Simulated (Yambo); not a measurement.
Yambo run on a free-standing TiS$_{3}$ monolayer (symmetry Pmmn, slab cell 20.4 Å high). The wavefunctions are PBEsol (pw.x of Quantum ESPRESSO, ONCV potentials, scalar-relativistic) ones on a 4×4×1 mesh (30 occupied bands); a = 3.3721 Å, b = 4.9218 Å, c = 20.4000 Å, α = 90.00°, β = 90.00°, γ = 90.00°.

Yambo input:

```
rim_cut
gw0
dyson
el_el_corr
HF_and_locXC
ppa
em1d
rim_w
RandQpts= 1000000
RandGvec= 2 Ry
CUTGeo= "slab z"
EXXRLvcs= 84 Ry
VXCRLvcs= 336 Ry
Chimod= "HARTREE"
% BndsRnXp
 3 | 53 |
%
NGsBlkXp= 5 Ry
% LongDrXp
 1.0 | 1.0 | 0.0 |
%
RandGvecW= 433 mRy
PPAPntXp= 27.2114 eV
% GbndRnge
 1 | 53 |
%
GTermKind= "BG"
DysSolver= "n"
ExtendOut
% QPkrange
 1 | 1 | 30 | 31 |
%
```

k points by index: 1 = Γ.

Table of the .qp output:

```
#    K-point    Band    Eo [eV]    E [eV]    E-Eo [eV]    Vxc [eV]    Vnlxc [eV]    Sc|Eo [eV]    Sc|E [eV]    dSc/dw|Eo [eV]    Re(Z)    Im(Z)
#
    1    30    0.000000    0.428429    0.428429    -15.34220    -16.32859    1.601334    1.414824    -11.85835    0.696426    -0.006272
    1    31    0.221690    1.492177    1.270487    -16.32992    -9.995265    -4.456070    -5.064164    -13.01248    0.676435    -0.006552
```
(The two width columns are left out.) Convergence of these settings isn't established.

Geometry relaxed with PBEsol.

This is a model layer cut from the bulk structure; whether it is stable on its own was not checked.
